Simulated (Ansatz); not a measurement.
Relaxed-ion elastic tensor of TiPt (CsCl type, space group No. 221) in GPa (Voigt order), DFT-PBEsol in the program Ansatz with PAW potentials; density 13.02 g/cm³, 15.49 Å³ per atom.

```
 166   220   220   0.0   0.0   0.0
 220   166   220   0.0   0.0   0.0
 220   220   166   0.0   0.0   0.0
 0.0   0.0   0.0  57.7   0.0   0.0
 0.0   0.0   0.0   0.0  57.7   0.0
 0.0   0.0   0.0   0.0   0.0  57.7
```

**Question.** Is the crystal mechanically stable?

**Answer.** No: the smallest eigenvalue of C is -54.6 GPa.

Space group Pm-3m (CsCl type). The workflow started from an entry of the Crystallography Open Database (COD). Whether it is the stable phase at ambient conditions was not checked. Symmetry was held in the PBEsol relaxation. At this level the phase is mechanically unstable. No spin polarisation was allowed. As this level gives no gap, shear constants depend on the k-mesh and smearing (Fermi–Dirac, 0.1 eV here). Spin–orbit coupling is left out wherever it is not named.

Potentials: the later of the program's two PAW sets.
